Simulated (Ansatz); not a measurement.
Relaxation of a randomly generated symmetric cell of Be (space group No. 71); 1 atom in the cell, which starts as Immm (No. 71), oI2; a = 1.5472 Å, b = 3.2707 Å, c = 3.5373 Å, α = 90.00°, β = 90.00°, γ = 90.00°. Calculation: PBEsol (plane waves to 420 eV, PAW, scalar-relativistic; Ansatz, a quantum-chemistry and plane-wave program). Γ-centred k-mesh 23×23×23 on the run's cell (coarser than for final values), Fermi–Dirac smearing 0.05 eV. This is the first round of the run. 

The optimiser's lines from the output (shortened; P is positive under compression):

```
relax step   1: F+E_penalty+E_count = -87.71238546 eV  Δ(F+E_penalty+E_count) = +0.000e0 eV  max|allowed force component| = 0.000e0 eV/Å  Δτ_max = 0.0000 Å  P = +51.210 GPa  Ω = 8.950 Å³  (6 SCF iters, dr2 threshold 1.00e-7 eV, accepted)
relax step   2: F+E_penalty+E_count = -88.28656680 eV  Δ(F+E_penalty+E_count) = -5.742e-1 eV  max|allowed force component| = 0.000e0 eV/Å  Δτ_max = 0.0000 Å  P = +37.464 GPa  Ω = 9.171 Å³  (5 SCF iters, dr2 threshold 1.00e-7 eV, accepted)
relax step   3: F+E_penalty+E_count = -88.74322721 eV  Δ(F+E_penalty+E_count) = -4.567e-1 eV  max|allowed force component| = 0.000e0 eV/Å  Δτ_max = 0.0000 Å  P = +25.849 GPa  Ω = 9.355 Å³  (5 SCF iters, dr2 threshold 1.00e-7 eV, accepted)
relax step   4: F+E_penalty+E_count = -89.11293567 eV  Δ(F+E_penalty+E_count) = -3.697e-1 eV  max|allowed force component| = 0.000e0 eV/Å  Δτ_max = 0.0000 Å  P = +16.482 GPa  Ω = 9.445 Å³  (5 SCF iters, dr2 threshold 1.00e-7 eV, accepted)
relax step   5: F+E_penalty+E_count = -89.41607615 eV  Δ(F+E_penalty+E_count) = -3.031e-1 eV  max|allowed force component| = 0.000e0 eV/Å  Δτ_max = 0.0000 Å  P = +9.136 GPa  Ω = 9.406 Å³  (5 SCF iters, dr2 threshold 1.00e-7 eV, accepted)
relax step   6: F+E_penalty+E_count = -89.67874715 eV  Δ(F+E_penalty+E_count) = -2.627e-1 eV  max|allowed force component| = 0.000e0 eV/Å  Δτ_max = 0.0000 Å  P = +3.682 GPa  Ω = 9.201 Å³  (5 SCF iters, dr2 threshold 1.00e-7 eV, accepted)
relax step   7: F+E_penalty+E_count = -89.90652735 eV  Δ(F+E_penalty+E_count) = -2.278e-1 eV  max|allowed force component| = 0.000e0 eV/Å  Δτ_max = 0.0000 Å  P = +0.384 GPa  Ω = 8.812 Å³  (5 SCF iters, dr2 threshold 1.00e-7 eV, accepted)
relax step   8: F+E_penalty+E_count = -90.06507797 eV  Δ(F+E_penalty+E_count) = -1.586e-1 eV  max|allowed force component| = 0.000e0 eV/Å  Δτ_max = 0.0000 Å  P = -0.171 GPa  Ω = 8.389 Å³  (5 SCF iters, dr2 threshold 1.00e-7 eV, accepted)
relax step   9: F+E_penalty+E_count = -90.17533529 eV  Δ(F+E_penalty+E_count) = -1.103e-1 eV  max|allowed force component| = 0.000e0 eV/Å  Δτ_max = 0.0000 Å  P = +0.534 GPa  Ω = 8.001 Å³  (5 SCF iters, dr2 threshold 1.00e-7 eV, accepted)
relax step  10: F+E_penalty+E_count = -90.24265363 eV  Δ(F+E_penalty+E_count) = -6.732e-2 eV  max|allowed force component| = 0.000e0 eV/Å  Δτ_max = 0.0000 Å  P = +0.397 GPa  Ω = 7.802 Å³  (5 SCF iters, dr2 threshold 1.00e-7 eV, accepted)
relax step  11: F+E_penalty+E_count = -90.25988960 eV  Δ(F+E_penalty+E_count) = -1.724e-2 eV  max|allowed force component| = 0.000e0 eV/Å  Δτ_max = 0.0000 Å  P = -0.673 GPa  Ω = 7.783 Å³  (5 SCF iters, dr2 threshold 1.00e-7 eV, accepted)
relax step  12: F+E_penalty+E_count = -90.26001200 eV  Δ(F+E_penalty+E_count) = -1.224e-4 eV  max|allowed force component| = 0.000e0 eV/Å  Δτ_max = 0.0000 Å  P = -0.127 GPa  Ω = 7.750 Å³  (3 SCF iters, dr2 threshold 1.00e-7 eV, accepted)
relax step  13: F+E_penalty+E_count = -90.26001644 eV  Δ(F+E_penalty+E_count) = -4.437e-6 eV  max|allowed force component| = 0.000e0 eV/Å  Δτ_max = 0.0000 Å  P = -0.004 GPa  Ω = 7.743 Å³  (2 SCF iters, dr2 threshold 7.37e-8 eV, accepted)
relax step  14: F+E_penalty+E_count = -90.27116264 eV  Δ(F+E_penalty+E_count) = -1.115e-2 eV  max|allowed force component| = 0.000e0 eV/Å  Δτ_max = 0.0000 Å  P = +0.762 GPa  Ω = 7.743 Å³  stress off target by 2.21e0 GPa  SCF on the basis re-selected at this cell (its energy is not comparable with the rows above)  (5 SCF iters)
relax step  15: F+E_penalty+E_count = -90.27152775 eV  Δ(F+E_penalty+E_count) = -3.651e-4 eV  max|allowed force component| = 0.000e0 eV/Å  Δτ_max = 0.0000 Å  P = +0.049 GPa  Ω = 7.787 Å³  (3 SCF iters, dr2 threshold 1.00e-7 eV, accepted)
relax step  16: F+E_penalty+E_count = -90.27153223 eV  Δ(F+E_penalty+E_count) = -4.472e-6 eV  max|allowed force component| = 0.000e0 eV/Å  Δτ_max = 0.0000 Å  P = -0.015 GPa  Ω = 7.791 Å³  (2 SCF iters, dr2 threshold 8.44e-8 eV, accepted)
relax step  17: F+E_penalty+E_count = -90.27153277 eV  Δ(F+E_penalty+E_count) = -5.456e-7 eV  max|allowed force component| = 0.000e0 eV/Å  Δτ_max = 0.0000 Å  P = -0.001 GPa  Ω = 7.790 Å³  (2 SCF iters, dr2 threshold 6.32e-9 eV, accepted)
relax step  18: F+E_penalty+E_count = -90.27153991 eV  Δ(F+E_penalty+E_count) = -7.139e-6 eV  max|allowed force component| = 0.000e0 eV/Å  Δτ_max = 0.0000 Å  P = +0.001 GPa  Ω = 7.790 Å³  stress off target by 3.36e-3 GPa  SCF on the basis re-selected at this cell (its energy is not comparable with the rows above)  (3 SCF iters)
```

From the first to the last row the energy changes by -2.56 eV/atom and the volume by -13.0 %. The last row is marked as not comparable with the walk above it, whose basis was carried along; it does compare with step 1, since both stand on a basis selected at the nominal cutoff for their own cell.

Energy and pressure jump between steps 13 and 14 at one geometry, where the plane-wave basis was selected anew. While the cell walks, the set of plane waves is carried along, so its effective cutoff drifts with the strain; re-selecting it at 420 eV moved the energy by -0.011 eV/atom and the pressure by 0.8 GPa. Only step 1 and rows on a re-selected basis compare with each other.

Later rounds, restarted from the end of this one on a renewed k-mesh, logged 8 more steps and released under 0.01 eV/atom more. The final structure after all rounds: Fm-3m (No. 225), cF4, fcc (Cu type); a = b = c = 3.1476 Å, α = β = γ = 90.00°. Between re-selections the logged energies stand on a plane-wave basis carried along with the cell. No spin polarisation in the result.

The run could not lose the symmetry of its start; a randomly shaken copy of 2 atoms returns to this structure.

The relaxed structure here is a generated cell of Be: the first start was made by a random draw of sites in a space group, and the end was not matched to a known phase here, so it may be hypothetical. Known forms of Be include space group No. 194.
